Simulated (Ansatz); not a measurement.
Q: Name crystals whose computed values (PBEsol (plane waves, PAW; program Ansatz)) fall in these windows: Θ_D (K) 300 to 400; G_Hill (GPa) 48 to 57; B₀ by P(V) fit (GPa) 120 to 170.

A: 

```
crystal                                      Θ_D (K)  G_Hill (GPa)  B₀ by P(V) fit (GPa)
-------------------------------------------  -------  ------------  --------------------
Cu3Ge, Pmmn (Cu on 2b, Cu on 4e, Ge on 2a)       352          52.5                   148
LaMoN3, R3c (La on 6a, Mo on 6a, N on 18b)       390          53.5                   164
VBiO4, I4_1/a (Bi on 4a, V on 4b, O on 16f)      376          48.6                   135
AlCu3, Cu3Au type                                387          52.8                   152
CdO, rock salt                                   346          48.5                   145
```
Others may fit too.

Standing as an ambient phase not checked: Cu3Ge, Pmmn (Cu on 2b, Cu on 4e, Ge on 2a); LaMoN3, R3c (La on 6a, Mo on 6a, N on 18b); AlCu3, Cu3Au type. Began spin-polarised and lost the moments: VBiO4, I4_1/a (Bi on 4a, V on 4b, O on 16f). All cells were relaxed under the symmetry of their starts (and spin orders); stability against distortions was not tested throughout. Rows with no word on spin ran without spin polarisation. Scalar-relativistic: spin–orbit coupling is off unless named, which matters more the heavier the elements.

Potentials: the later of the program's two PAW sets.
